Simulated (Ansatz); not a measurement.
NMR crystallography of HfO2 with arsenic replacing O: given against relaxed positions

Start: a supercell of HfO2 (fluorite type, Fm-3m) built from a structure deposited in the COD, with all atoms left at the host's positions.

Space group F-43m (No. 216); a = 10.2300 Å.

| site | Wyckoff | site symmetry | x | y | z |
| --- | --- | --- | --- | --- | --- |
| Hf1 | 16e | .3m | 0.3750 | 0.1250 | 0.3750 |
| Hf4 | 16e | .3m | 0.8750 | 0.8750 | 0.6250 |
| As | 4a | -43m | 0.5000 | 0.0000 | 0.5000 |
| O10 | 24g | 2.mm | 0.7500 | 0.0000 | 0.7500 |
| O16 | 4b | -43m | 0.0000 | 0.5000 | 0.0000 |
| O17 | 4d | -43m | 0.7500 | 0.7500 | 0.7500 |
| O18 | 24f | 2.mm | 0.0000 | 0.7500 | 0.0000 |
| O24 | 4c | -43m | 0.2500 | 0.2500 | 0.2500 |

One atom of each set is listed; the run and its k-mesh use a cell of 24 atoms with edges of 7.23, 7.23, 7.23 Å.

Level of theory: DFT, PBE, plane waves and PAW, scalar-relativistic, 420 eV cutoff, Γ-centred 3×3×3 k-points, Fermi–Dirac smearing 0.01 eV, cell charge -1 (Ansatz 0.2.0).

The largest force at the start is 6.3 eV/Å. Relaxing the ions at fixed cell moves them by 0.155 Å at most (atom 19, O) and 0.106 Å rms.

```csv
site,moved (Å),first shell before,first shell after,V_zz before (10²¹ V/m²),η before
Hf1,0.153,"7 O at 2.21 Å, 1 As at 2.21 Å","7 O at 2.06–2.36 Å, 1 As at 2.37 Å",-15.22,0.00
Hf4,0.056,8 O at 2.21 Å,8 O at 2.11–2.27 Å,1.28,0.00
As,0.000,4 Hf at 2.21 Å,4 Hf at 2.37 Å,0.00,–
O10,0.057,4 Hf at 2.21 Å,4 Hf at 2.13–2.27 Å,0.25,0.00
O18,0.155,4 Hf at 2.21 Å,4 Hf at 2.11–2.36 Å,-0.21,0.35
```

Question: How do the gradients change?

Answer: 

```tsv
site	V_zz after	η after	change of V_zz
Hf1	-22.4	0.00	-7.18
Hf4	0.54	0.00	-0.74
As	0.00	–	0.00
O10	0.55	0.51	–
O18	-1.56	0.63	-1.35
```

The largest change of V_zz along a kept axis is on Hf1, from -15.22 to -22.4. Small gradients that grow severalfold: O18 (-0.21 to -1.56). In per cent, |V_zz| changes by -58 to +47 on Hf (all sites that start above 0.5). Where |V_zz| stays above 0.1 and the axes keep their order, η moves most on O18, from 0.35 to 0.63. On O10 the largest principal value lies along another axis in the second run, so the two V_zz can't be compared directly. Other sites without a gradient aren't listed.

The defect repeats with the cell of 24 atoms, so it feels its images: sites between two images don't show the values beside a lone defect, and zeros or small values of η there can come from the images' arrangement. This high-symmetry form of HfO2 is unstable when cold, to shifts of the oxygen columns, towards the tetragonal form. The symmetry of the cell holds that distortion back, wholly or in part, and it would change the field gradients, the more the larger the distortion. A uniform background compensates the cell's charge. Without spin–orbit coupling the gradients at and beside Hf can be off by some per cent, at some sites by more. The cell keeps the host's lattice, where the PBE pressure is 15 GPa (in a charged cell this depends on the convention for the mean potential).
Before: The neighbours have not yet relaxed around the defect (largest force 6.3 eV/Å), so the values at and beside it are those of a strained start, not of the defect in a real crystal.
After: The relaxation keeps the site symmetry -43m of the start, so the impurity can't leave its site; a start off the site could end lower.
